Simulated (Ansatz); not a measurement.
ZrCu$_{5}$ (space group F-43m)

```
ZrCu5
1.0
    0.00000     3.39430     3.39430
    3.39430     0.00000     3.39430
    3.39430     3.39430     0.00000
Zr Cu
1 5
Direct
  0.00000   0.00000   0.00000
  0.25000   0.25000   0.25000
  0.62422   0.62422   0.62422
  0.62422   0.62422   0.12735
  0.62422   0.12735   0.62422
  0.12735   0.62422   0.62422
```

The slice is a {110} plane (indices of the conventional cell) through the point (0.624, 0.127, 0.624) (fractional), spanned by u = [100] and v = [1 -1 -1] in vectors of this cell: u (4.80 Å) and v (6.79 Å, at 90° to u). It covers one period; positions are fractions (u, v).

Method: PBEsol (plane waves to 420 eV, PAW, scalar-relativistic; Ansatz, a program for electronic structure). k mesh 12×12×12. Near the nuclei the fields are pseudised (PAW); where an atom keeps semicore shells as valence, they peak there. ZrCu5 is run without spin polarisation. ZrCu5 was relaxed with its symmetry unable to fall.

Question: Predict the map of the electrostatic potential energy of an electron, from the cell's mean on the slice.

Answer: 
```
v \ u  0.00  0.13  0.26  0.39  0.52  0.65  0.78  0.91
-----  ----  ----  ----  ----  ----  ----  ----  ----
0.88      x   6.7   9.6   6.0   3.7   7.6   9.6     x
0.75   11.7  10.8   9.1   8.8   8.6   8.9   9.6  11.3
0.62    9.8  11.0  11.1     x     x   8.2  11.5  10.4
0.50    8.1   9.9   8.6     x     x     x  10.3   9.0
0.38    3.1   6.6   9.7     x     x   7.9   9.2   4.9
0.25    8.4   8.9   9.5  11.1  11.6  10.6   9.2   8.7
0.12      x   6.8  11.4  10.6   9.6  11.2  10.7     x
0.00      x     x   9.8   9.6   8.2  10.3   6.6     x
```

Values: electrostatic potential energy of an electron, from the cell's mean, in eV. Points within 1 Å of a nucleus are blanked (x), as the pseudised field means little there. The zero, the cell's mean, hangs on the PAW cores.
